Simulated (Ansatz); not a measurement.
Cs₃YGa₆, a disordered cell

```yaml
crystal:
  lattice:
    - [5.70605, -1.20276, -0.90499]
    - [0.62325, 6.58944, -0.14509]
    - [-0.67383, -0.74894, 7.33745]
  atoms:
    - { symbol: Y, position: [0.37160, 0.95918, 0.76396] }
    - { symbol: Cs, position: [0.13170, 0.97766, 0.22585] }
    - { symbol: Ga, position: [0.10162, 0.24985, 0.91979] }
    - { symbol: Ga, position: [0.53248, 0.34555, 0.27903] }
    - { symbol: Ga, position: [0.15330, 0.50547, 0.19651] }
    - { symbol: Ga, position: [0.07563, 0.63616, 0.90410] }
    - { symbol: Ga, position: [0.72703, 0.21263, 0.04116] }
    - { symbol: Ga, position: [0.60845, 0.75085, 0.03937] }
    - { symbol: Cs, position: [0.78951, 0.76597, 0.54332] }
    - { symbol: Cs, position: [0.28071, 0.42581, 0.60648] }
```

Single point in Ansatz 0.2.0 with PBE, no spin polarisation. Cutoff 420 eV, PAW datasets, 3×3×3 (shifted by 0, 0.5, 0.5 steps) k mesh, fermi-dirac filling (width 0.1 eV).

**Electronic structure.** It is a metal on this mesh, though the bands barely overlap, with about 8.1 states/eV a cell as the mean within 0.25 eV of the Fermi level, mostly Ga p (52 %) and Y d (22 %).
**Stress.** The pressure is 8.9 GPa (compression positive), so with the atoms held at these fractions the cell would first expand; the forces are large, so a full relaxation may end otherwise. The principal stresses 4.9, 10.0, 11.7 GPa differ, so its shape would change too.
**Formation energy.** 0.53 eV an atom against the elements' usual phases (free molecules for gases, crystals otherwise, with no correction for O₂ or N₂), so at this geometry it isn't bound against them. Relaxing would lower it.
**Forces.** The largest is on Cs2: 1.67 eV/Å, components (0.40, 0.13, 1.62). It makes 144° with the line to a nearest neighbour, Ga6 at 3.00 Å, pointing away from it.
**Contacts.** Ga–Ga at 2.41 Å: least valence density 0.42 e/Å³ and ELF 0.49 there. Y–Ga at 2.81 Å: least valence density 0.25 e/Å³ and ELF 0.30 there. Cs–Ga at 3.00 Å: least valence density 0.18 e/Å³ and ELF 0.15 there. These are pseudo-fields; inside the PAW spheres they differ from the all-electron ones.

Origin: a disordered cell, so it need not be a known compound. Caveats: the k mesh is coarse if the cell is a metal; atoms or cell far from equilibrium.
